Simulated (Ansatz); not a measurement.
**Electrostatic potentials at the S nuclei in LuMg2Ti3S8**

Cell: a Materials Project structure (computed, not necessarily an observed phase), atoms as given.

```cif
data_LuMg2Ti3S8
_symmetry_space_group_name_H-M 'R-3m:H'
_symmetry_Int_Tables_number 166
_cell_length_a 7.3645
_cell_length_b 7.3645
_cell_length_c 18.5892
_cell_angle_alpha 90.000
_cell_angle_beta 90.000
_cell_angle_gamma 120.000
loop_
_atom_site_label
_atom_site_type_symbol
_atom_site_symmetry_multiplicity
_atom_site_Wyckoff_symbol
_atom_site_fract_x
_atom_site_fract_y
_atom_site_fract_z
Mg Mg 6 c 0.0000 0.0000 0.8738
Lu Lu 3 b 0.0000 0.0000 0.5000
Ti Ti 9 e 0.1667 0.3333 0.3333
S7 S 6 c 0.0000 0.0000 0.7406
S8 S 18 h 0.8415 0.6829 0.4081
```

One atom of each set is listed; the run and its k-mesh use a cell of 14 atoms with edges of 7.51, 7.51, 7.51 Å.

The numbers come from a DFT calculation in Ansatz (PBE, plane waves and PAW, scalar-relativistic, collinear spin, 420 eV cutoff, Γ-centred 6×6×6 k-points, Fermi–Dirac smearing 0.05 eV). Start moments as typed (μB): 1 on each Ti, none on the rest.

The potential at a nucleus is that of all electrons and the other nuclei. A higher potential binds the core electrons more strongly, so differences between sites of one element are the initial-state part of core-level shifts.

Task: Rank the S sites by the potential at the nucleus, lowest first, and give each against the lowest.
A. S8: 1 Mg at 2.43 Å, 2 Ti at 2.50 Å, 1 Lu at 2.65 Å
B. S7: 1 Mg at 2.48 Å, 3 Ti at 2.53 Å

Result: A (0.00 V), B (0.19 V).

Semilocal functionals can leave a metal where correlation in the d or f shell opens a gap in the real compound, and that would change the values at and beside Ti. All moments are parallel here, as the start or the cell imposes; many such compounds order antiparallel, where fields and spin densities carried over to other atoms largely cancel. The magnetic order is the one that the run reached from its start moments, not necessarily the measured one (the real compound may not order at all).
